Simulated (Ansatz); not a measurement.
Structure: Ga2SbP, ordered on the zincblende lattice (P-4m2) with 8 atoms a cell, at its r2SCAN minimum. The symmetry is P-4m2 (No. 115, tetragonal); a = 4.100 Å, c = 11.558 Å in the conventional setting, 24.29 Å³ an atom. Around P lie 4 Ga at 2.42 Å; around Ga lie 4 P at 2.42 Å; around Ga lie 2 P at 2.42 Å and 2 Sb at 2.60 Å; around Sb lie 4 Ga at 2.60 Å; around Ga lie 4 Sb at 2.60 Å.

```yaml
crystal:
  lattice:
    - [4.10050, 0.00000, 0.00000]
    - [0.00000, 4.10050, 0.00000]
    - [0.00000, 0.00000, 11.55840]
  atoms:
    - { symbol: P, position: [0.50000, 0.00000, 0.11146] }
    - { symbol: Ga, position: [0.50000, 0.50000, 0.00000] }
    - { symbol: P, position: [0.00000, 0.50000, 0.88854] }
    - { symbol: Ga, position: [0.00000, 0.00000, 0.77666] }
    - { symbol: Sb, position: [0.50000, 0.00000, 0.63787] }
    - { symbol: Ga, position: [0.50000, 0.50000, 0.50000] }
    - { symbol: Sb, position: [0.00000, 0.50000, 0.36213] }
    - { symbol: Ga, position: [0.00000, 0.00000, 0.22334] }
```

The questions ask for values computed with the plane-wave code Ansatz on this geometry. Note: simulated data, non-magnetic, for a generated structure that need not be the stable one.

Given (6×6×2 mesh): The r2SCAN gap is direct at Γ: 0.63 eV.

(1) Estimate the gap with PBE+SOC on 6×6×2.

(2) Estimate the gap with HSE06 on 4×4×2.

(3) Estimate the gap with PBE0 on 4×4×2.

(4) What do these levels agree on?

## Answers

(1) The PBE+SOC gap is direct at Γ: 0.13 eV. Spin-orbit coupling itself accounts for -0.18 eV. The gap differs by -0.50 eV from r2SCAN's.

(2) With HSE06 the gap is 1.04 eV and direct, at Γ. The gap differs by +0.41 eV from r2SCAN's.

(3) The PBE0 gap is direct at Γ: 1.68 eV. The gap differs by +1.05 eV from r2SCAN's.

(4) r2SCAN covers 45 % of the step from PBE to HSE06. For gaps to 0.1 eV, spin-orbit coupling (up to 0.18 eV here) has to be included. All these functionals give a gap of the same kind, direct.

Only the levels marked +SOC include spin-orbit coupling.

The meshes of the hybrids are coarse, so their gaps aren't converged to the digits shown.
